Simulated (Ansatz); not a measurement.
SiOs:
```cif
data_Os4Si4
_chemical_formula_sum 'Si4 Os4'
_space_group_name_H-M_alt 'P 1'
_space_group_IT_number 1
_cell_length_a 4.75781
_cell_length_b 4.75781
_cell_length_c 4.75781
_cell_angle_alpha 90.000
_cell_angle_beta 90.000
_cell_angle_gamma 90.000
loop_
_space_group_symop_operation_xyz
  'x, y, z'
loop_
_atom_site_label
_atom_site_type_symbol
_atom_site_fract_x
_atom_site_fract_y
_atom_site_fract_z
_atom_site_occupancy
Si1 Si 0.16446 0.33554 0.66446 1
Si2 Si 0.33554 0.66446 0.16446 1
Si3 Si 0.66446 0.16446 0.33554 1
Si4 Si 0.83554 0.83554 0.83554 1
Os1 Os 0.87641 0.62359 0.37641 1
Os2 Os 0.62359 0.37641 0.87641 1
Os3 Os 0.37641 0.87641 0.62359 1
Os4 Os 0.12359 0.12359 0.12359 1
```

Relaxed with r²SCAN. 

### Question
HSE06 on this cell (Ansatz, a program for electronic structure, PAW) gives a gap of 1.14 eV. What does r²SCAN give?

### Answer
0.61 eV.

Cost on shared cores: the r²SCAN run (SCF on a 6×6×6 mesh, then bands and DOS) roughly 4 core-minutes, the HSE06 run (SCF on 4×4×4, then a few points) roughly 5 core-minutes; the tasks are unlike.

Space group P2_13. The first step of the workflow began from a Materials Project structure, measured or hypothetical; the Crystallography Open Database files this formula in space group No. 198, but the cells were not matched. Whether it is the stable phase at ambient conditions was not checked. The cell was relaxed with r²SCAN under the symmetry of its start; whether a distortion lowers the energy is not shown. No spin polarisation was allowed. Spin–orbit coupling is left out wherever it is not named.

Potentials: the later of the program's two PAW sets.

Ansatz is a plane-wave DFT program.
